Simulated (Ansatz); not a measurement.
One crystal and one scan (energy against volume) at two levels, PBE (plane waves to 420 eV, PAW, scalar-relativistic; Ansatz, an electronic-structure program) and r2SCAN (plane waves to 500 eV, PAW, scalar-relativistic; Ansatz), each from its own relaxed cell and on its own mesh. The cell shown is that of PBE.

NiSi (MnP type, space group Pnma)

```yaml
crystal:
  lattice:
    - [5.18983, 0.00000, 0.00000]
    - [0.00000, 3.35027, 0.00000]
    - [0.00000, 0.00000, 5.62355]
  atoms:
    - { symbol: Ni, position: [0.50791, 0.25000, 0.68824] }
    - { symbol: Ni, position: [0.00791, 0.25000, 0.81176] }
    - { symbol: Ni, position: [0.49209, 0.75000, 0.31176] }
    - { symbol: Ni, position: [0.99209, 0.75000, 0.18824] }
    - { symbol: Si, position: [0.67925, 0.25000, 0.08277] }
    - { symbol: Si, position: [0.17925, 0.25000, 0.41723] }
    - { symbol: Si, position: [0.32075, 0.75000, 0.91723] }
    - { symbol: Si, position: [0.82075, 0.75000, 0.58277] }
```

This relaxed cell (volume V₀) is scaled evenly in all directions, its shape held. The atoms relax within the cell's symmetry.

E stands for the smeared free energy. NiSi is run without spin polarisation. NiSi was relaxed with its symmetry unable to fall. The PAW data are Ansatz's earlier set. With the shape held, the modulus is that of even scaling; a crystal free to change shape is softer. Both scans cover V/V₀ from 0.840 to 1.160.

ΔE (meV/atom), each from the relaxed starting cell of its own level:

```json
[
 {"V/V₀": "0.840", "PBE": "227", "r2SCAN": "240"},
 {"V/V₀": "0.867", "PBE": "149", "r2SCAN": "157"},
 {"V/V₀": "0.893", "PBE": "90", "r2SCAN": "withheld"},
 {"V/V₀": "0.920", "PBE": "48", "r2SCAN": "51"},
 {"V/V₀": "0.947", "PBE": "20", "r2SCAN": "21"},
 {"V/V₀": "0.973", "PBE": "5", "r2SCAN": "5"},
 {"V/V₀": "1.000", "PBE": "0", "r2SCAN": "0"},
 {"V/V₀": "1.027", "PBE": "4", "r2SCAN": "5"},
 {"V/V₀": "1.053", "PBE": "16", "r2SCAN": "17"},
 {"V/V₀": "1.080", "PBE": "35", "r2SCAN": "37"},
 {"V/V₀": "1.107", "PBE": "60", "r2SCAN": "63"},
 {"V/V₀": "1.133", "PBE": "89", "r2SCAN": "94"},
 {"V/V₀": "1.160", "PBE": "123", "r2SCAN": "130"}
]
```

Question: Estimate the r2SCAN value at 0.893 from the PBE value there and the ratio of the two levels in the two nearest given rows on that side of the minimum.

Answer: At 0.867 and 0.920 the ratio r2SCAN/PBE averages 1.058, which gives 1.058 × 90 = 95 meV/atom. The calculation gives 95 meV/atom, +5.6 % against PBE.

(Under strain, the slope of the energy per volume gives the stress and its curvature an elastic modulus.)
